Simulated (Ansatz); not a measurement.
# Field gradients of Bi2S3 from run to run

Cell of run 1: a structure deposited in the COD (listed for 1.0 GPa).

Space group Pnma (No. 62); a = 11.1360, b = 3.9574, c = 11.0350 Å.

| site | Wyckoff | site symmetry | x | y | z |
| --- | --- | --- | --- | --- | --- |
| Bi1 | 4c | .m. | 0.0123 | 0.2500 | 0.6746 |
| Bi5 | 4c | .m. | 0.3381 | 0.2500 | 0.4658 |
| S9 | 4c | .m. | 0.0503 | 0.2500 | 0.1266 |
| S13 | 4c | .m. | 0.3742 | 0.2500 | 0.0603 |
| S17 | 4c | .m. | 0.2171 | 0.2500 | 0.8062 |

One atom of each set is listed.

Relaxed positions (PBE, cell held):

Bi1 (0.0067, 0.2500, 0.6753)
Bi5 (0.3338, 0.2500, 0.4686)
S9 (0.0503, 0.2500, 0.1297)
S13 (0.3771, 0.2500, 0.0566)
S17 (0.2185, 0.2500, 0.8049)

All runs are DFT with Ansatz 0.2.0 (plane waves and PAW, scalar-relativistic unless spin–orbit coupling is named, Γ-centred meshes, Fermi–Dirac smearing where given) in this cell.

Run 1: PBE, atoms as given; 420 eV, 3×7×3 k-points, smearing 0.02 eV.
Run 2: PBE, atoms relaxed; 420 eV, 3×7×3 k-points, smearing 0.02 eV.
Run 3: r2SCAN, at the relaxed atoms; 500 eV, 3×7×3 k-points, smearing 0.02 eV.
Run 4: PBE with spin–orbit coupling, at the relaxed atoms; 420 eV, 3×7×3 k-points, smearing 0.02 eV.

```
run  Bi1 V_zz (η)   Bi5 V_zz (η)   S9 V_zz (η)  S13 V_zz (η)  S17 V_zz (η)
  1   8.78 (0.89)   -23.6 (0.05)   4.34 (0.85)  -8.78 (0.21)  -2.35 (0.15)
  2   4.26 (0.75)  -16.23 (0.10)  -3.55 (0.88)  -7.79 (0.05)  -1.95 (0.08)
  3   5.12 (0.69)  -18.55 (0.09)  -3.66 (1.00)  -7.85 (0.07)  -2.12 (0.25)
  4             ?              ?             ?             ?             ?
```

V_zz in 10²¹ V/m².

Problem. Estimate the row of run 4.

Solution. Bi1: 5.18 (0.73); Bi5: -17.20 (0.06); S9: 4.22 (0.90); S13: -8.19 (0.03); S17: -2.35 (0.11). It lies nearest to run 2, from whose tensors on these sites it differs by 1.08 at most (largest principal value of the difference, on Bi1). Taken one at a time, the positions of the atoms (as given or relaxed) move the tensors on these sites by up to 8.82 (largest principal value of the change, on Bi5), the functional (r2SCAN with its higher cutoff) by 2.32 (Bi5), spin–orbit coupling by 1.08 (Bi1). On some sites the largest principal value moves to another axis from run to run, and the sign of V_zz can flip with it. On S9 η is near 1, so the change of sign is little more than a relabelling of axes. On S17 V_xx and V_yy change places between runs (or their axes turn by over 50°), so η hides a larger change.

In run 1 the atoms aren't at the calculated equilibrium (largest force 0.43 eV/Å).
